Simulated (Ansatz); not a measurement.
Tl (hcp, Mg type)

```yaml
crystal:
  lattice:
    - [3.51996, 0.00000, 0.00000]
    - [-1.75998, 3.04838, 0.00000]
    - [0.00000, 0.00000, 5.60163]
  atoms:
    - { symbol: Tl, position: [0.33333, 0.66667, 0.75000] }
    - { symbol: Tl, position: [0.66667, 0.33333, 0.25000] }
```

The volume is varied about the relaxed value V₀ at fixed cell shape. Symmetry pins the atoms to their sites.

All values below come from r2SCAN (plane waves to 500 eV, PAW, scalar-relativistic; Ansatz, a first-principles code). k mesh 15×15×9 (Γ-centred), Fermi-Dirac smearing 0.05 eV. Energies are smeared free energies. Stress and pressure are positive under compression. Spin-orbit coupling is left out, though Tl is heavy. Tl was relaxed with its symmetry unable to fall. ΔE is measured from the relaxed starting cell.

```csv
V (Å³/atom),P (GPa),ΔE (kJ/mol of atoms)
25.245,?,10.7
26.046,6.7,?
26.847,4.9,?
27.649,3.3,2.2
28.451,2.0,0.9
29.252,0.9,0.2
30.053,0.0,0.0
30.855,-0.8,0.2
31.656,-1.4,0.7
32.458,-2.0,1.6
33.259,-2.5,2.6
34.060,-2.8,3.9
34.862,-3.2,5.4
```

**Question.** Complete the blanks.

**Answer.** 
- 25.245, P (GPa): 8.9
- 26.046, ΔE (kJ/mol of atoms): 7.0
- 26.847, ΔE (kJ/mol of atoms): 4.2

(Under strain, the slope of the energy per volume gives the stress and its curvature an elastic modulus.)
